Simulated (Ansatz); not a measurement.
Zr₂Ni in space group I4/mcm (No. 140; Zr on 8h, Ni on 4a) at seven volumes, PBEsol in the plane-wave PAW code Ansatz, shape and atoms relaxed at each. One row is withheld.

| V (Å³/atom) | P (GPa) |
|---|---|
| 16.094 | 14.61 |
| 16.625 | 9.03 |
| 17.155 | 4.19 |
| 17.686 | 0.01 |
| 18.216 | ? |
| 18.747 | -6.72 |
| 19.278 | -9.39 |

Problem. Fit the shown pressures and predict the withheld one.

Solution. P = (3/2)B₀(x^(7/2) − x^(5/2))[1 + (3/4)(B′ − 4)(x − 1)] with x = (V₀/V)^(2/3). Least squares on the six rows gives V₀ = 17.688 Å³/atom, B₀ = 129 GPa, B′ = 3.86. At V = 18.216, x = 0.9806 and P = -3.58 GPa. The run itself gave -3.61 GPa.

The first step of the workflow began from a Materials Project structure, measured or hypothetical; the Crystallography Open Database files this formula in space group No. 140, but the cells were not matched. Its standing as an ambient phase is unchecked. The cell was relaxed with PBEsol under the symmetry of its start; of distortions, only those at the zone centre were tested. The run is not spin-polarised.

Potentials: the later of the program's two PAW sets.
